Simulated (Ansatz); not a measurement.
## Profile along the Sn–O line in SnO2 (rutile)

SnO2 (rutile)

```
CELL_PARAMETERS angstrom
      4.82756     0.00000     0.00000
      0.00000     4.82756     0.00000
      0.00000     0.00000     3.23791
ATOMIC_POSITIONS crystal
  Sn 0.00000 0.00000 0.00000
  Sn 0.50000 0.50000 0.50000
  O  0.30660 0.30660 0.00000
  O  0.80660 0.19340 0.50000
  O  0.19340 0.80660 0.50000
  O  0.69340 0.69340 0.00000
```

Fields along a shortest Sn–O line of a (-1 1 0) plane (2.09 Å), from Sn to O, interpolated on the slice's grid (step about 0.2 Å). Computed with PBE (plane waves to 420 eV, PAW, scalar-relativistic; Ansatz, an electronic-structure program). k mesh 7×7×10. These are valence fields of a PAW run, semicore shells included where kept as valence: close to a nucleus they are smooth pseudo fields. SnO2 was relaxed with its symmetry unable to fall. The PAW data are Ansatz's earlier set.

```csv
distance from Sn (Å),valence electron density (e/Å³),electron localisation function,density of the highest valence band (e/Å³),density of the lowest conduction band (e/Å³)
0.00,12.89,x,0.000,0.012
0.21,11.20,x,0.000,0.020
0.42,7.25,0.01,0.001,0.043
0.63,3.27,0.10,0.001,0.066
0.84,1.07,0.19,0.001,0.062
1.04,0.58,0.26,0.003,0.035
1.25,0.84,0.62,0.009,0.015
1.46,1.77,0.81,0.024,0.040
1.67,4.06,0.74,0.036,0.117
1.88,7.18,x,0.022,0.167
2.09,8.72,x,0.002,0.173
```

x: too close to a nucleus for the ELF to mean much. Band densities are of whole bands, smooth part only.

Density on the Sn–O line (2.09 Å) at its midpoint: 0.58 e/Å³. ELF at that point: 0.26. Element round which the density of the highest valence band (whole band, smooth part) is largest on this plane: O.
